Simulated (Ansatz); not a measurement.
This CaIrC4N4 structure is the end of a relaxation. The cell was found from a structure generator's guess, not taken from experiment.

Theory: DFT PBE, scalar-relativistic, plane waves, PAW in Ansatz 0.2.0. Cutoff 420 eV, Γ-centred mesh, Gaussian smearing, collinear spin.

```
Ca Ir C N
1.0
     6.34071    0.00000    0.00000
     0.00000    6.34071    0.00000
     0.00000    0.00000    6.34071
Ca Ir C N
1 1 4 4
Direct
  0.50000 0.50000 0.50000
  0.00000 0.00000 0.00000
  0.17934 0.17934 0.17934
  0.17934 0.82066 0.82066
  0.82066 0.17934 0.82066
  0.82066 0.82066 0.17934
  0.28656 0.28656 0.28656
  0.28656 0.71344 0.71344
  0.71344 0.28656 0.71344
  0.71344 0.71344 0.28656
```

Energies over the elements count from the elements' standard structures at the same level (N₂ as a molecule), with no fitted energy shifts.

Task: Find its symmetry and describe it.

Result: P-43m (No. 215). Conventional cell: a = 6.341 Å. Ca is surrounded by 4 N at 2.34 Å; Ir has 4 C at 1.97 Å; C is surrounded by 1 N at 1.18 Å and 1 Ir at 1.97 Å; N is surrounded by 1 C at 1.18 Å and 1 Ca at 2.34 Å.

Task: How far does it lie from the elements in energy?

Result: +0.163 eV/atom. It can't be a ground state, since the elements alone are lower.

Task: Is it a metal?

Result: No, the gap on the 4×4×4 mesh is 0.72 eV.

Task: Which magnetic moments does it keep?

Result: 0.30 μB per atom net, the space between the atoms included; by site: Ir 0.8 μB.

Task: From what recipe could a structure generator have reached it?

Result: One such recipe: two interpenetrating cyanide-bridged diamond nets (P-43m, No. 215). Other recipes can lead to the same cell.

The last run used collinear spin, a 4×4×4 mesh for its 10-atom cell and Gaussian smearing of 0.02 eV. Spin–orbit coupling, which can matter for Ir, is left out. Kohn–Sham gaps at this level usually fall short of measured ones. The reference form of C is held partly by dispersion forces, which this level lacks. Another magnetic order may lie lower. Symmetry constrained the relaxation, so the result can be a saddle point.
